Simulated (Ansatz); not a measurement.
Given:

SiSe2:
```
SiSe2
1.0
   -3.03926     4.41210     2.90359
    3.03926    -4.41210     2.90359
    3.03926     4.41210    -2.90359
Se Si
4 2
Direct
  0.86758   0.78462   0.65220
  0.36758   0.71538   0.08296
  0.63242   0.28462   0.91704
  0.13242   0.21538   0.34780
  0.75000   0.75000   0.00000
  0.25000   0.25000   0.00000
```

This is the LDA-relaxed structure.

Q: All from LDA (plane waves, PAW; program Ansatz), unless another level is named. Estimate the band gap.

A: 1.36 eV (indirect).

Q: Give the electron effective mass.

A: 0.38, 0.53, 0.67 mₑ (principal values).

Q: And the hole effective mass with spin–orbit coupling?

A: 1.1, 1.1, 1.2 mₑ (principal values).

Space group Ibam. The LDA relaxation kept the symmetry of its start. A crystal of weakly bound chains computed without a dispersion correction: the cell and the soft elastic constants depend strongly on that. Scalar-relativistic: spin–orbit coupling is off unless named, which matters more the heavier the elements.

Potentials: the later of the program's two PAW sets.
